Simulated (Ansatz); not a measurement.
Run on V (bcc type): DFT, PBE, PAW with Ansatz's default frozen-core files, scalar-relativistic (Ansatz 0.2.0). This run: cell relaxed at zero pressure.

The start is a guessed cell.

Command: `ansatz run input.yaml --threads 1 --pin off --max-ram 2048MiB --backend cpu --events-out ev --progress --plain --runs-dir out` It took 3.8 s on 1 thread of Arm Neoverse V1, with other jobs on the host, peak memory 0.3 GiB.

```yaml
crystal:
  lattice:
    - [-1.4991847422, 1.4991847422, 1.4991847422]
    - [1.4991847422, -1.4991847422, 1.4991847422]
    - [1.4991847422, 1.4991847422, -1.4991847422]
  atoms:
    - { symbol: V, position: [0.0, 0.0, 0.0] }
kpoints:
  mp_grid: { grid: [18, 18, 18] }
scf:
  occupations: { method: fermi_dirac, width: 0.1 }
hamiltonian:
  xc: pbe
  pseudopotentials: { kind: paw }
output:
  forces: true
  stress: true
relax:
  f_tol: 0.005
  max_steps: 40
  cell: {}
```

Output:

```
Engine: ansatz 0.2.0
Pseudopotentials: kind: paw
Pseudopotential: V, paw, valence charge 13, recommended cutoff 420 eV (normal), V.paw.azcp
Functional definition: PBE
  parameter kappa = 0.804
  parameter beta = 0.06672455060314922
  exchange = pbe_x(kappa = kappa, mu = beta*pi^2/3)
  correlation = pbe_c(beta = beta)
Crystal: 1 atoms, lattice volume = 13.478 Å³
Basis set: ecut = 420 eV, 249 PW (Γ), exchange–correlation on 36×36×36 points (8 copies of the dense FFT grid, shifted against one another)
Bands: 11, of which v1, the nominal top of the filled ones, is band 7 counted from 1 (6 counted from 0)
Symmetry: 48 space group operations
Space group: Im-3m (ITA 229), of the structure as read, at distance tolerance 2.4e-5 Å
k-points: 195 of 5832
Non-local potential: V, projectors of the file, l = 0: 3, l = 1: 2, l = 2: 3, l = 3: 1
PAW form: soft (Blöchl's): semilocal exchange-correlation on the pseudo side does not see the compensation charge
PAW one-centre angular grid: V, 590 points (default); XC on 64 Gauss nodes
Initial density: superposition of atomic densities (neutral atoms: chi_scale 0, normalization atom), corrected by the library's trained network
Initial wavefunctions: pseudopotential atomic-orbital guess
Functional: x = pbe(κ = 0.804, μ = 0.2195149727645171), c = pbe(β = 0.06672455060314922)
SCF iter   1: F=—  HF=-2912.439984 eV  |F-HF|=—  |Δ(HF+E_count)|=         —  Δρ=4.43e-3  dr2=7.45e-4  ethr=1.77e-3  ⟨swp⟩=4.0  Hψ=10808  notcnv=0
preconditioner: auto → none  [metal: Δε(μ)=0.010 eV  Ē_g=6.743 eV  σ=0.100 eV  W_gap=0.02  n_scr=0 (ndim 8)  ℏωp=22.6 eV  f_vac=0.000  D(μ)=1.75/eV (n_scr^D=18)]
SCF iter   2: F=—  HF=-2912.439965 eV  |F-HF|=—  |Δ(HF+E_count)|=   1.94e-5  Δρ=2.22e-3  dr2=1.84e-4  ethr=5.73e-6  ⟨swp⟩=1.0  Hψ=3705  notcnv=0
SCF iter   3: F=—  HF=-2912.440056 eV  |F-HF|=—  |Δ(HF+E_count)|=   9.08e-5  Δρ=1.15e-3  dr2=1.40e-4  ethr=1.41e-6  ⟨swp⟩=2.7  Hψ=3359  notcnv=0
SCF iter   4: F=—  HF=-2912.440013 eV  |F-HF|=—  |Δ(HF+E_count)|=   4.24e-5  Δρ=2.81e-5  dr2=4.98e-8  ethr=1.08e-6  ⟨swp⟩=2.9  Hψ=3397  notcnv=0
SCF iter   5: F=—  HF=-2912.440008 eV  |F-HF|=—  |Δ(HF+E_count)|=   5.72e-6  Δρ=1.65e-5  dr2=2.57e-8  ethr=3.83e-10  ⟨swp⟩=2.0  Hψ=3455  notcnv=0
SCF iter   6: F=-2912.440008 eV  HF=-2912.440008 eV  |F-HF|=2.55e-11  |Δ(HF+E_count)|=   6.35e-9  Δρ=1.26e-6  dr2=7.37e-11  ethr=1.98e-10  ⟨swp⟩=1.9  Hψ=6476  notcnv=0
SCF 1 converged in 6 iterations: F = -2912.440008 eV  dr2 = 7.37e-11
  greatest PAW one-centre occupation: 1.000 electrons in one spin orbital (limit 2), on the V atom at site 0 (counted from 0), in its partial waves of l = 0
relax step   1: F+E_penalty+E_count = -2912.44000765 eV  Δ(F+E_penalty+E_count) = +0.000e0 eV  max|allowed force component| = 0.000e0 eV/Å  Δτ_max = 0.0000 Å  P = -0.002 GPa  Ω = 13.478 Å³  (6 SCF iters, dr2 threshold 1.00e-7 eV, accepted)
Initial density: handed on by an earlier stage of this run
Initial wavefunctions: pseudopotential atomic-orbital guess (no wavefunctions were taken with the density)
iter 1 solved again at ethr=2.32e-9 eV; its pass at ethr=3.10e-3 eV (dr2=3.02e-7 eV) is discarded
SCF iter   1: F=—  HF=-2912.440009 eV  |F-HF|=—  |Δ(HF+E_count)|=         —  Δρ=1.21e-6  dr2=6.22e-11  ethr=2.32e-9  ⟨swp⟩=2.7  Hψ=16554  notcnv=0
preconditioner: auto → none  [metal: Δε(μ)=0.012 eV  Ē_g=6.746 eV  σ=0.100 eV  W_gap=0.03  n_scr=0 (ndim 8)  ℏωp=22.6 eV  f_vac=0.000  D(μ)=1.75/eV (n_scr^D=18)]
SCF iter   2: F=—  HF=-2912.440008 eV  |F-HF|=—  |Δ(HF+E_count)|=   1.06e-6  Δρ=4.95e-7  dr2=1.05e-11  ethr=1.00e-12  ⟨swp⟩=2.0  Hψ=3456  notcnv=0
SCF iter   3: F=-2912.440008 eV  HF=-2912.440008 eV  |F-HF|=3.64e-12  |Δ(HF+E_count)|=  9.09e-13  Δρ=1.81e-7  dr2=4.17e-12  ethr=1.00e-12  ⟨swp⟩=4.1  Hψ=6784  notcnv=0
SCF 2 converged in 3 iterations: F = -2912.440008 eV  dr2 = 4.17e-12
relax step   2: F+E_penalty+E_count = -2912.44000765 eV  Δ(F+E_penalty+E_count) = -8.185e-12 eV  max|allowed force component| = 0.000e0 eV/Å  Δτ_max = 0.0000 Å  P = -0.002 GPa  Ω = 13.478 Å³  stress off target by 1.65e-3 GPa  SCF on the basis re-selected at this cell (its energy is not comparable with the rows above)  (3 SCF iters)
basis re-selected at this cell: Δ(F+E_penalty+E_count) = -8.185e-12 eV, ΔP = +0.000 GPa vs the last step (what re-selecting the basis moved, of the pressure what is left beyond the Pulay correction that the steps carried, after the strain that the cell walked since its last selection, with what the two solves' SCF thresholds leave and, on support functions, any second-order correction that the steps lacked; it is no measure of the basis error at this ecutwfc). This SCF's stress stands 1.65e-3 GPa from its target on what of the cell is left free (relax.cell.stress_tol is 5.00e-2 GPa) and its largest allowed force component is 0.00e0 eV/Å (relax.f_tol is 5.00e-3 eV/Å): within both
SCF converged after 3 iterations
Free energy (F): -2912.440008 eV
Harris-Foulkes:  -2912.440008 eV  (|F-HF|=3.64e-12)
Internal energy: -2912.383177 eV  (E = F + TS)
E sigma→0 (E₀):  -2912.411592 eV
Entropy (-TS):   -0.056830 eV (-56.830 meV/atom)
Fermi energy:    16.541913 eV
--- Per-component energies (eV) ---
  E_band       = -144.457208
  E_kinetic    = 336.465958
  E_local      = -894.255104  (includes V_loc(G=0)·N_el)
  E_nonlocal   = -45.579760
  E_hartree    = 411.069857
  E_xc         = -130.519049
  E_vxc        = -165.472417  (∫ρ·V_xc dr)
  E_paw        = -1112.725917  (= ΣΔE_a)
  E_vpaw       = -197.755936  (= ΣTr[D̂ρ^β])
  E_aug_tail   = 0.000255  (compensation charges beyond the density's cutoff)
  E_ewald      = -1476.839417
  E_smearing   = -0.056830  (= −TS)
  E_closure    = 0.000000  (closes the sum)
  Σ components = -2912.440008   (vs F -2912.440008, Δ=0.00e0)
--- Forces (eV/Å), atoms counted from 1 ---
  atom   1  V     -0.00000000     0.00000000    -0.00000000
  max |Σ_I F_I| component: 1.68e-31 eV/Å
--- Stress (GPa, compression-positive) ---
       -0.001645       0.000000      -0.000000
       -0.000000      -0.001645      -0.000000
       -0.000000      -0.000000      -0.001645
  P = ⅓ Tr σ = -0.0016 GPa (-0.016 kbar)
--- Relaxed structure (1 steps of the walk, 1 accepted, 1 SCFs on fresh bases) ---
  F+E_penalty+E_count = -2912.44000765 eV   max|allowed force component| = 0.000e0 eV/Å   (the final SCF, on the basis selected at the relaxed cell)
  cell:  # Å, volume = 13.4780 Å³
    - [-1.4991847422, 1.4991847422, 1.4991847422]
    - [1.4991847422, -1.4991847422, 1.4991847422]
    - [1.4991847422, 1.4991847422, -1.4991847422]
  atoms:
    - { symbol: V, position: [0.0, 0.0, 0.0] }
```

Next run (the series' base cell), as changes to the input before:

```diff
   mp_grid: { grid: [18, 18, 18] }
+  band_path:
+    path:
+      - [0.0, 0.0, 0.0]
+      - [0.5, -0.5, 0.5]
+      - [0.0, 0.0, 0.5]
+      - [0.0, 0.0, 0.0]
+      - [0.25, 0.25, 0.25]
+      - [0.5, -0.5, 0.5]
+      - [0.25, 0.25, 0.25]
+      - [0.0, 0.0, 0.5]
+    npoints: 8
 scf:
   stress: true
-relax:
-  f_tol: 0.005
-  max_steps: 40
-  cell: {}
+  eigenvalues: true
+  populations: true
+  dos: { projected: true, de: 0.2, e_range: [-14, 8] }
```

Command: `ansatz run input.yaml --threads 1 --pin off --max-ram 2048MiB --backend cpu --events-out ev --progress --plain --runs-dir out` It took 3 s on 1 thread of Arm Neoverse V1, on a shared host, peak memory 0.29 GiB.

Results part of the output:

```
SCF 1 converged in 6 iterations: F = -2912.440008 eV  dr2 = 7.37e-11
  greatest PAW one-centre occupation: 1.000 electrons in one spin orbital (limit 2), on the V atom at site 0 (counted from 0), in its partial waves of l = 0
NSCF: frozen V_eff on 57 k-points
SCF converged after 6 iterations
Free energy (F): -2912.440008 eV
Harris-Foulkes:  -2912.440008 eV  (|F-HF|=2.55e-11)
Internal energy: -2912.383177 eV  (E = F + TS)
E sigma→0 (E₀):  -2912.411592 eV
Entropy (-TS):   -0.056830 eV (-56.830 meV/atom)
Fermi energy:    16.541909 eV
--- Per-component energies (eV) ---
  E_band       = -144.457277
  E_kinetic    = 336.465986
  E_local      = -894.255315  (includes V_loc(G=0)·N_el)
  E_nonlocal   = -45.579719
  E_hartree    = 411.070032
  E_xc         = -130.519043
  E_vxc        = -165.472408  (∫ρ·V_xc dr)
  E_paw        = -1112.725957  (= ΣΔE_a)
  E_vpaw       = -197.755910  (= ΣTr[D̂ρ^β])
  E_aug_tail   = 0.000255  (compensation charges beyond the density's cutoff)
  E_ewald      = -1476.839417
  E_smearing   = -0.056830  (= −TS)
  E_closure    = 0.000000  (closes the sum)
  Σ components = -2912.440008   (vs F -2912.440008, Δ=0.00e0)
--- Forces (eV/Å), atoms counted from 1 ---
  atom   1  V     -0.00000000     0.00000000     0.00000000
  max |Σ_I F_I| component: 1.53e-32 eV/Å
--- Stress (GPa, compression-positive) ---
       -0.001646      -0.000000      -0.000000
        0.000000      -0.001646       0.000000
        0.000000       0.000000      -0.001646
  P = ⅓ Tr σ = -0.0016 GPa (-0.016 kbar)
--- Band table (eV; the first three rows and the last of 195) ---
  k-point 0: bands = ["-47.1669", "-20.4661", "-20.4661", "-20.4661", "9.9270", "16.9382", "16.9382", "16.9382", "18.9520", "18.9520", "37.0507"]
  k-point 1: bands = ["-47.1610", "-20.4945", "-20.4747", "-20.4663", "10.0519", "16.8848", "16.9273", "17.0275", "18.8898", "18.9556", "36.8118"]
  k-point 2: bands = ["-47.1441", "-20.5759", "-20.4997", "-20.4668", "10.4160", "16.7339", "16.8777", "17.2899", "18.7455", "18.9681", "36.1074"]
  k-point 194: bands = ["-46.8332", "-21.0816", "-21.0816", "-21.0816", "13.5283", "13.5283", "20.2552", "20.2552", "20.2552", "26.7231", "26.7231"]
--- Löwdin populations: 1 site ---
  site symbol       q [e]
     0      V     12.8647
  spilling = 0.010406 (of n_electrons = 13.000000)
```

Next run (volume at 0.95 of the series' base cell), as changes to the input before:

```diff
   lattice:
-    - [-1.4991847422, 1.4991847422, 1.4991847422]
-    - [1.4991847422, -1.4991847422, 1.4991847422]
-    - [1.4991847422, 1.4991847422, -1.4991847422]
+    - [-1.4737699215, 1.4737699215, 1.4737699215]
+    - [1.4737699215, -1.4737699215, 1.4737699215]
+    - [1.4737699215, 1.4737699215, -1.4737699215]
   atoms:
   mp_grid: { grid: [18, 18, 18] }
-  band_path:
-    path:
-      - [0.0, 0.0, 0.0]
-      - [0.5, -0.5, 0.5]
-      - [0.0, 0.0, 0.5]
-      - [0.0, 0.0, 0.0]
-      - [0.25, 0.25, 0.25]
-      - [0.5, -0.5, 0.5]
-      - [0.25, 0.25, 0.25]
-      - [0.0, 0.0, 0.5]
-    npoints: 8
 scf:
   populations: true
-  dos: { projected: true, de: 0.2, e_range: [-14, 8] }
```

Command: `ansatz run input.yaml --threads 1 --pin off --max-ram 2048MiB --backend cpu --events-out ev --progress --plain --runs-dir out` It took 2.6 s on 1 thread of Arm Neoverse V1, on a shared host, peak memory 0.29 GiB.

Results part of the output:

```
SCF 1 converged in 6 iterations: F = -2912.419397 eV  dr2 = 1.56e-11
  greatest PAW one-centre occupation: 1.000 electrons in one spin orbital (limit 2), on the V atom at site 0 (counted from 0), in its partial waves of l = 0
SCF converged after 6 iterations
Free energy (F): -2912.419397 eV
Harris-Foulkes:  -2912.419397 eV  (|F-HF|=8.64e-12)
Internal energy: -2912.366006 eV  (E = F + TS)
E sigma→0 (E₀):  -2912.392701 eV
Entropy (-TS):   -0.053391 eV (-53.391 meV/atom)
Fermi energy:    17.552285 eV
--- Per-component energies (eV) ---
  E_band       = -130.999089
  E_kinetic    = 338.047952
  E_local      = -858.165510  (includes V_loc(G=0)·N_el)
  E_nonlocal   = -45.296961
  E_hartree    = 399.458649
  E_xc         = -131.012058
  E_vxc        = -166.149299  (∫ρ·V_xc dr)
  E_paw        = -1113.091186  (= ΣΔE_a)
  E_vpaw       = -198.352705  (= ΣTr[D̂ρ^β])
  E_aug_tail   = 0.000278  (compensation charges beyond the density's cutoff)
  E_ewald      = -1502.307170
  E_smearing   = -0.053391  (= −TS)
  E_closure    = 0.000000  (closes the sum)
  Σ components = -2912.419397   (vs F -2912.419397, Δ=0.00e0)
--- Forces (eV/Å), atoms counted from 1 ---
  atom   1  V     -0.00000000     0.00000000    -0.00000000
  max |Σ_I F_I| component: 6.47e-32 eV/Å
--- Stress (GPa, compression-positive) ---
       10.220076       0.000000       0.000000
       -0.000000      10.220076      -0.000000
       -0.000000      -0.000000      10.220076
  P = ⅓ Tr σ = 10.2201 GPa (102.201 kbar)
--- Band table (eV; the first three rows and the last of 195) ---
  k-point 0: bands = ["-46.0996", "-19.3088", "-19.3088", "-19.3088", "10.8324", "17.9573", "17.9573", "17.9573", "20.1043", "20.1043", "38.4707"]
  k-point 1: bands = ["-46.0924", "-19.3423", "-19.3189", "-19.3091", "10.9633", "17.8996", "17.9456", "18.0532", "20.0362", "20.1080", "38.2602"]
  k-point 2: bands = ["-46.0717", "-19.4383", "-19.3479", "-19.3099", "11.3443", "17.7368", "17.8919", "18.3347", "19.8792", "20.1215", "37.6255"]
  k-point 194: bands = ["-45.6930", "-20.0257", "-20.0257", "-20.0257", "14.2936", "14.2936", "21.5179", "21.5179", "21.5179", "28.2338", "28.2338"]
--- Löwdin populations: 1 site ---
  site symbol       q [e]
     0      V     12.8733
  spilling = 0.009745 (of n_electrons = 13.000000)
```

Next run (volume at 0.85 of the series' base cell), as changes to the input before:

```diff
   lattice:
-    - [-1.4737699215, 1.4737699215, 1.4737699215]
-    - [1.4737699215, -1.4737699215, 1.4737699215]
-    - [1.4737699215, 1.4737699215, -1.4737699215]
+    - [-1.420130088, 1.420130088, 1.420130088]
+    - [1.420130088, -1.420130088, 1.420130088]
+    - [1.420130088, 1.420130088, -1.420130088]
   atoms:
   mp_grid: { grid: [18, 18, 18] }
+  band_path:
+    path:
+      - [0.0, 0.0, 0.0]
+      - [0.5, -0.5, 0.5]
+      - [0.0, 0.0, 0.5]
+      - [0.0, 0.0, 0.0]
+      - [0.25, 0.25, 0.25]
+      - [0.5, -0.5, 0.5]
+      - [0.25, 0.25, 0.25]
+      - [0.0, 0.0, 0.5]
+    npoints: 8
 scf:
   populations: true
+  dos: { projected: true, de: 0.2, e_range: [-14, 8] }
+  write_density: true
+  write_potential: true
+  elf: true
+  volumetric_format: npy
```

Results part of the output:

```
SCF 1 converged in 6 iterations: F = -2912.218573 eV  dr2 = 7.42e-12
  greatest PAW one-centre occupation: 1.000 electrons in one spin orbital (limit 2), on the V atom at site 0 (counted from 0), in its partial waves of l = 0
NSCF: frozen V_eff on 57 k-points
SCF converged after 6 iterations
Free energy (F): -2912.218573 eV
Harris-Foulkes:  -2912.218573 eV  (|F-HF|=4.55e-12)
Internal energy: -2912.171234 eV  (E = F + TS)
E sigma→0 (E₀):  -2912.194903 eV
Entropy (-TS):   -0.047339 eV (-47.339 meV/atom)
Fermi energy:    19.909360 eV
--- Per-component energies (eV) ---
  E_band       = -99.800700
  E_kinetic    = 341.839163
  E_local      = -779.135823  (includes V_loc(G=0)·N_el)
  E_nonlocal   = -44.375968
  E_hartree    = 374.764755
  E_xc         = -132.096727
  E_vxc        = -167.641753  (∫ρ·V_xc dr)
  E_paw        = -1114.115960  (= ΣΔE_a)
  E_vpaw       = -200.016012  (= ΣTr[D̂ρ^β])
  E_aug_tail   = 0.000246  (compensation charges beyond the density's cutoff)
  E_ewald      = -1559.050920
  E_smearing   = -0.047339  (= −TS)
  E_closure    = 0.000000  (closes the sum)
  Σ components = -2912.218573   (vs F -2912.218573, Δ=0.00e0)
--- Forces (eV/Å), atoms counted from 1 ---
  atom   1  V     -0.00000000    -0.00000000    -0.00000000
  max |Σ_I F_I| component: 5.44e-32 eV/Å
--- Stress (GPa, compression-positive) ---
       39.947395      -0.000000      -0.000000
       -0.000000      39.947395      -0.000000
       -0.000000       0.000000      39.947395
  P = ⅓ Tr σ = 39.9474 GPa (399.474 kbar)
--- Band table (eV; the first three rows and the last of 195) ---
  k-point 0: bands = ["-43.6558", "-16.6110", "-16.6110", "-16.6110", "13.0199", "20.3160", "20.3160", "20.3160", "22.7767", "22.7767", "41.7214"]
  k-point 1: bands = ["-43.6449", "-16.6585", "-16.6249", "-16.6115", "13.1656", "20.2479", "20.3023", "20.4276", "22.6940", "22.7809", "41.5775"]
  k-point 2: bands = ["-43.6135", "-16.7944", "-16.6650", "-16.6129", "13.5868", "20.0563", "20.2394", "20.7551", "22.5061", "22.7964", "41.1046"]
  k-point 194: bands = ["-43.0390", "-17.5993", "-17.5993", "-17.5993", "16.0500", "16.0500", "24.4603", "24.4603", "24.4603", "31.7833", "31.7833"]
--- Löwdin populations: 1 site ---
  site symbol       q [e]
     0      V     12.8914
  spilling = 0.008356 (of n_electrons = 13.000000)
```

Next run (volume at 0.75 of the series' base cell), as changes to the input before:

```diff
   lattice:
-    - [-1.420130088, 1.420130088, 1.420130088]
-    - [1.420130088, -1.420130088, 1.420130088]
-    - [1.420130088, 1.420130088, -1.420130088]
+    - [-1.3620997338, 1.3620997338, 1.3620997338]
+    - [1.3620997338, -1.3620997338, 1.3620997338]
+    - [1.3620997338, 1.3620997338, -1.3620997338]
   atoms:
   mp_grid: { grid: [18, 18, 18] }
-  band_path:
-    path:
-      - [0.0, 0.0, 0.0]
-      - [0.5, -0.5, 0.5]
-      - [0.0, 0.0, 0.5]
-      - [0.0, 0.0, 0.0]
-      - [0.25, 0.25, 0.25]
-      - [0.5, -0.5, 0.5]
-      - [0.25, 0.25, 0.25]
-      - [0.0, 0.0, 0.5]
-    npoints: 8
 scf:
   populations: true
-  dos: { projected: true, de: 0.2, e_range: [-14, 8] }
-  write_density: true
-  write_potential: true
-  elf: true
-  volumetric_format: npy
```

Results part of the output:

```
SCF 1 converged in 6 iterations: F = -2911.695289 eV  dr2 = 8.98e-12
  greatest PAW one-centre occupation: 1.000 electrons in one spin orbital (limit 2), on the V atom at site 0 (counted from 0), in its partial waves of l = 0
SCF converged after 6 iterations
Free energy (F): -2911.695289 eV
Harris-Foulkes:  -2911.695289 eV  (|F-HF|=1.05e-11)
Internal energy: -2911.652578 eV  (E = F + TS)
E sigma→0 (E₀):  -2911.673933 eV
Entropy (-TS):   -0.042711 eV (-42.711 meV/atom)
Fermi energy:    22.871017 eV
--- Per-component energies (eV) ---
  E_band       = -61.217747
  E_kinetic    = 346.707484
  E_local      = -688.995205  (includes V_loc(G=0)·N_el)
  E_nonlocal   = -42.715816
  E_hartree    = 347.885729
  E_xc         = -133.318251
  E_vxc        = -169.328924  (∫ρ·V_xc dr)
  E_paw        = -1115.744676  (= ΣΔE_a)
  E_vpaw       = -202.657035  (= ΣTr[D̂ρ^β])
  E_aug_tail   = 0.000262  (compensation charges beyond the density's cutoff)
  E_ewald      = -1625.472104
  E_smearing   = -0.042711  (= −TS)
  E_closure    = 0.000000  (closes the sum)
  Σ components = -2911.695289   (vs F -2911.695289, Δ=0.00e0)
--- Forces (eV/Å), atoms counted from 1 ---
  atom   1  V     -0.00000000     0.00000000     0.00000000
  max |Σ_I F_I| component: 1.31e-31 eV/Å
--- Stress (GPa, compression-positive) ---
       88.349995      -0.000000       0.000000
       -0.000000      88.349995      -0.000000
        0.000000      -0.000000      88.349995
  P = ⅓ Tr σ = 88.3500 GPa (883.500 kbar)
--- Band table (eV; the first three rows and the last of 195) ---
  k-point 0: bands = ["-40.7015", "-13.2433", "-13.2433", "-13.2433", "15.9054", "23.2285", "23.2285", "23.2285", "26.0854", "26.0854", "45.6760"]
  k-point 1: bands = ["-40.6845", "-13.3127", "-13.2632", "-13.2443", "16.0707", "23.1467", "23.2125", "23.3607", "25.9829", "26.0902", "45.6156"]
  k-point 2: bands = ["-40.6354", "-13.5105", "-13.3201", "-13.2469", "16.5435", "22.9173", "23.1398", "23.7488", "25.7535", "26.1083", "45.3506"]
  k-point 194: bands = ["-39.7338", "-14.6397", "-14.6397", "-14.6397", "18.1943", "18.1943", "28.1305", "28.1305", "28.1305", "36.2774", "36.2774"]
--- Löwdin populations: 1 site ---
  site symbol       q [e]
     0      V     12.9090
  spilling = 0.007001 (of n_electrons = 13.000000)
```

The structure type is held throughout; the real material can change phase at far lower pressure.
